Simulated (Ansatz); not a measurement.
The cell of LiAg₃Cl₃ is invented: 6-connected net, two elements spread over the vertices, guests in its cages (Pm, No. 6) (guest Li). Lengths were set from tabulated atomic sizes, so they are only a guess.

```
Li Ag Cl
1.0
     5.79834    0.00000    0.00000
     0.00000    3.36878    0.00000
    -2.89917    0.00000    5.02151
Li Ag Cl
1 3 3
Direct
  0.66670 0.50000 0.33330
  0.19129 0.50000 0.80871
  0.61742 0.50000 0.80871
  0.80871 0.00000 0.19129
  0.19129 0.50000 0.38258
  0.80871 0.00000 0.61742
  0.38258 0.00000 0.19129
```

The calculation used DFT PBE, scalar-relativistic, plane waves, PAW in Ansatz. Cutoff 420 eV, Gaussian smearing, Γ-centred meshes. Cell and atoms relax first on a coarse mesh and then on a finer one. In between, the cell is made exact in the group found at 0.06 Å. In metals the finer mesh still leaves noise of several meV/atom or more. The steps can't lower the symmetry of their start. No spin polarisation in the relaxation; trial moments died out in a coarse test.

A guess keeps its type if space group and coordination stay and the shape of the cell changes little (axis ratios within about 15 %, angles within 6°); the volume may change.

Q: Does it keep its structure type, or change into something else?

A: It doesn't keep its type. The symmetry stays Pm (No. 6). The volume per atom grows by 46.9 %, from 14.0 to 20.6 Å³. The shortest distance goes from 2.21 Å (Li–Ag and Li–Cl) to 2.35 Å (Li–Cl). Counting neighbours within 15 % of an atom's shortest distance, the start has Ag 4/6, Cl 4/6, Li 6 and the end Ag 6/7, Cl 4/5/6, Li 5. In detail, at the end around Li lie 5 Cl at 2.35–2.55 Å and 1 Ag at 3.19 Å; Ag on its first site is surrounded by 4 Cl at 2.77–2.90 Å and 3 Ag at 2.78–2.91 Å; around Cl on its first site lie 1 Li at 2.35 Å and 3 Ag at 2.68–2.70 Å; 4 more sites not described.

```cif
data_structure
_symmetry_space_group_name_H-M 'Pm'
_symmetry_Int_Tables_number 6
_cell_length_a 6.9152
_cell_length_b 3.3825
_cell_length_c 7.0233
_cell_angle_alpha 90.000
_cell_angle_beta 118.673
_cell_angle_gamma 90.000
_cell_volume 144.13
loop_
_atom_site_label
_atom_site_type_symbol
_atom_site_symmetry_multiplicity
_atom_site_Wyckoff_symbol
_atom_site_fract_x
_atom_site_fract_y
_atom_site_fract_z
_atom_site_occupancy
Li1 Li 1 b 0.54991 0.50000 0.22191 1
Ag1 Ag 1 b 0.98853 0.50000 0.11040 1
Ag2 Ag 1 b 0.61565 0.50000 0.70309 1
Ag3 Ag 1 a 0.98627 0.00000 0.77184 1
Cl1 Cl 1 b 0.31802 0.50000 0.84406 1
Cl2 Cl 1 a 0.84024 0.00000 0.32459 1
Cl3 Cl 1 a 0.36808 0.00000 0.35751 1
```

Energies over the elements count from the elements' standard structures at the same level (Cl₂ as a molecule), with no fitted energy shifts.

Q: At what energy does it end?

A: −0.70 eV/atom. It lies below the elements, which doesn't yet make it stable against other compounds or structures.

The last run used a 6×12×6 mesh (in the run's order of axes) for its 7-atom cell and Gaussian smearing of 0.10 eV. An odd number of electrons in the primitive cell allows no gap without spin; a larger cell or a magnetic state could open one. A structure relaxed within its symmetry needn't be a true minimum.

In counts of neighbours, a slash parts the counts of unlike sites.
